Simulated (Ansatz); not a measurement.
AlCrB (Cmcm), relaxed with r²SCAN (Ansatz, a program for electronic structure, plane waves, PAW): a = 2.9832 Å, b = 13.8057 Å, c = 2.9469 Å, α = β = γ = 90.00°.

| Item | Value |
|---|---|
| ΔH_f (eV/atom) | -0.33 |

Problem. The same phase is relaxed and computed with PBE in the same code. What are the cell and these values now?

Solution. a = 3.002 Å, b = 13.895 Å, c = 2.967 Å, α = 90.00°, β = 90.00°, γ = 90.00°.

- ΔH_f (eV/atom) = -0.38

Typed or built starts, not in the databases checked: AlCrB, Cmcm (Al on 4c, B on 4c, Cr on 4c). Began spin-polarised and lost the moments: AlCrB, Cmcm (Al on 4c, B on 4c, Cr on 4c) with r²SCAN; AlCrB, Cmcm (Al on 4c, B on 4c, Cr on 4c) with PBE. All cells were relaxed under the symmetry of their starts (and spin orders); stability against distortions was not tested throughout.

Potentials: the later of the program's two PAW sets.

Ansatz is a plane-wave DFT program.

Formation energies count from the lowest solids of the elements computed at the same level, not from gases.
